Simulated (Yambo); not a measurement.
```
CELL_PARAMETERS angstrom
      6.29790     0.00000     0.00000
     -3.14895     5.45414     0.00000
      0.00000     0.00000     5.10330
ATOMIC_POSITIONS crystal
  Li 0.00000 0.00000 0.00000
  F  0.86585 0.13415 0.28188
  F  0.13415 0.86585 0.71812
  F  0.86585 0.73170 0.28188
  F  0.13415 0.26830 0.71812
  F  0.26830 0.13415 0.28188
  F  0.73170 0.86585 0.71812
  Al 0.00000 0.00000 0.50000
  Cs 0.33333 0.66667 0.22866
  Cs 0.66667 0.33333 0.77134
```

Response from Yambo on norm-conserving LDA (Quantum ESPRESSO, 84 Ry, scalar-relativistic) bands: 3×3×4 mesh, 134 bands, 3 Ry local-field block, 0.2 eV broadening.

Give the static electronic dielectric constant without and with local fields along each axis.


```tsv
field along	ε(0), independent particles	ε(0), RPA with local fields	refractive index √ε
x	2.31	2.10	1.45
z	2.30	2.05	1.43
```
Electronic (clamped-ion) response only. LDA gaps are usually too small, which raises these values. Convergence of the RPA response with its 3×3×4 mesh was not tested. x, y and z are Cartesian axes of the cell as given.

Geometry of the Materials Project entry, not relaxed at this level.

The structure is a Materials Project entry; no match was found in the copy of COD used, and its stability was not checked.
